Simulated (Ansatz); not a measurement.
Starting cell, TiN (rock salt):

```
CELL_PARAMETERS angstrom
      0.00000     2.10198     2.10198
      2.10198     0.00000     2.10198
      2.10198     2.10198     0.00000
ATOMIC_POSITIONS crystal
  N  0.00000 0.00000 0.00000
  Ti 0.50000 0.50000 0.50000
```

In this cell atom 1 (N, nearest neighbour Ti at 2.102 Å; its periodic images, 3.0 Å or more away, move with it) is moved by s along Cartesian z, unit vector (0.000, 0.000, 1.000); all other atoms and the cell stay fixed.

Level of theory: PBEsol (plane waves to 420 eV, PAW, scalar-relativistic; Ansatz, an electronic-structure program). k mesh 15×15×15 (Γ-centred), Fermi-Dirac smearing 0.05 eV. The energy includes the smearing's −TS. Compression counts positive. With partly filled bands, energies and forces of such displacements shift with the k mesh and the smearing. TiN is run without spin polarisation. TiN was relaxed with its symmetry unable to fall. ΔE is measured from the undisplaced structure.

Q: Give the computed ΔE (eV/cell) and P (GPa) at s (Å) = -0.210, -0.168, -0.042, 0.042, 0.168, 0.210.

A: 
```tsv
s (Å)	ΔE (eV/cell)	P (GPa)
-0.210	0.260	7.7
-0.168	0.165	4.9
-0.042	0.010	0.3
0.042	0.010	0.3
0.168	0.165	4.9
0.210	0.260	7.7
```

(For displaced atoms, the force is minus the slope of the energy, and its curvature is a force constant, which sets phonon frequencies.)
